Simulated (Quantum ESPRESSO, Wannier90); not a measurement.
Wannier functions of BaTiO3 (R3m)

Materials Project entry mp-5020; symmetrised, unrelaxed at this level. COD (Crystallography Open Database) has the formula in 5 space groups, this one among them (matched by group alone). Level: PBEsol, no spin polarisation, no spin-orbit coupling; pw.x of Quantum ESPRESSO at 68 Ry with PseudoDojo potentials, 8×8×8 k-points, Wannier90. Density: 8×8×8 mesh, cold smearing 0.01 Ry. Spin-orbit coupling is left out although heavy elements are present.

```
begin unit_cell_cart
ang
    2.8482551358    1.6444408694    2.3355600000
   -2.8482551358    1.6444408694    2.3355600000
    0.0000000000   -3.2888817387    2.3355600000
end unit_cell_cart
mp_grid = 8 8 8
```

Question: Which shells of neighbouring k-points and which b-vectors and weights does Wannier90 pick for this cell and mesh?

Answer: 
```
 *---------------------------------- K-MESH ----------------------------------*
 +----------------------------------------------------------------------------+
 |                    Distance to Nearest-Neighbour Shells                    |
 |                    ------------------------------------                    |
 |          Shell             Distance (Ang^-1)          Multiplicity         |
 |          -----             -----------------          ------------         |
 |             1                   0.194706                      6            |
 |             2                   0.274963                      6            |
 |             3                   0.275747                      6            |
 |             4                   0.336278                      2            |
 |             5                   0.337560                      6            |
 |             6                   0.389411                      6            |
 |             7                   0.434879                     12            |
 |             8                   0.435871                     12            |
       ... (lines left out)
 +----------------------------------------------------------------------------+
 | The b-vectors are chosen automatically                                     |
 | The following shells are used:                       1,  2                 |
 +----------------------------------------------------------------------------+
 |                        Shell   # Nearest-Neighbours                        |
 |                        -----   --------------------                        |
 |                          1               6                                 |
 |                          2               6                                 |
 +----------------------------------------------------------------------------+
 | Completeness relation is fully satisfied [Eq. (B1), PRB 56, 12847 (1997)]  |
 +----------------------------------------------------------------------------+
 |                  b_k Vectors (Ang^-1) and Weights (Ang^2)                  |
 |                  ----------------------------------------                  |
 |            No.         b_k(x)      b_k(y)      b_k(z)        w_b           |
 |            ---        --------------------------------     --------        |
 |             1         0.000000   -0.159203    0.112093    13.113916        |
 |             2        -0.137874    0.079601    0.112093    13.113916        |
 |             3         0.137874    0.079601    0.112093    13.113916        |
 |             4         0.000000    0.159203   -0.112093    13.113916        |
 |             5         0.137874   -0.079601   -0.112093    13.113916        |
 |             6        -0.137874   -0.079601   -0.112093    13.113916        |
 |             7        -0.137874   -0.079601    0.224186     0.037666        |
 |             8         0.137874   -0.079601    0.224186     0.037666        |
 |             9         0.000000    0.159203    0.224186     0.037666        |
 |            10         0.137874    0.079601   -0.224186     0.037666        |
 |            11        -0.137874    0.079601   -0.224186     0.037666        |
 |            12         0.000000   -0.159203   -0.224186     0.037666        |
```
